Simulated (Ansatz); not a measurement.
Si2Ru in space group P4/mmm (No. 123; Si on 2h, Ru on 1a) under volume change, DFT-LDA in the program Ansatz with PAW potentials, shape and atoms relaxed at each volume.

```tsv
V (Å³/atom)	E − E(relaxed) (meV/atom)	P (GPa)
12.672	82.5	23.11
13.090	34.5	13.97
13.507	___	___
13.925	0.0	0.00
14.343	7.1	-5.31
14.761	27.1	-9.86
15.178	___	___
```

Problem. Complete the blanks.

Solution. 
- 15.178, E − E(relaxed) (meV/atom): 58.0
- 15.178, P (GPa): -13.68
- 13.507, E − E(relaxed) (meV/atom): 8.2
- 13.507, P (GPa): 6.40

Problem. What does a third-order Birch–Murnaghan fit give for V₀, B₀ and B′?

Solution. V₀ = 13.93 Å³/atom, B₀ = 195 GPa, B′ = 4.8.

The first step of the workflow began from a Materials Project structure, measured or hypothetical; the Crystallography Open Database copy checked does not list it. Its standing as an ambient phase is unchecked. The LDA relaxation kept the symmetry of its start; whether a distortion lowers the energy is not shown. The run is not spin-polarised.

Potentials: the later of the program's two PAW sets.
